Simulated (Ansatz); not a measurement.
Space group Im-3m (No. 229). a = 3.324 Å, b = 3.324 Å, c = 3.324 Å, α = 90.00°, β = 90.00°, γ = 90.00°
```tsv
atom	site	symmetry	x	y	z
Li	2a	m-3m	0.0000	0.0000	0.0000
```

Equation of state of this Li structure (not necessarily the ground state), with shape and atoms relaxed at each volume where symmetry leaves them free. It has no gap at any of these volumes. Computed with DFT PBE+D3(BJ), scalar-relativistic, plane waves, PAW in Ansatz.

Settings: cutoff 420 eV, Γ-centred mesh 18×18×18 on the computed 1-atom cell, Gaussian smearing of 0.10 eV; no spin polarisation.

```
V (Å³/atom) E − E(largest V) (meV/atom) P (GPa)
     16.155                         7.03     2.44
     16.706                        -0.05     1.69
     17.256                        -4.73     1.04
     17.807                        -7.32     0.47
     18.358                        -8.07    -0.03
     18.909                        -7.21    -0.46
     19.459                        -4.94    -0.85
     20.194                         0.00    -1.29
```

Task: Fit a third-order Birch–Murnaghan equation to E(V).

Result: V0 = 18.33 Å³/atom, B0 = 16 GPa, B0' = 3.3.

Cost: 8 runs of about 0.26 core-minutes in all, on Arm Neoverse V1 (shared hosts).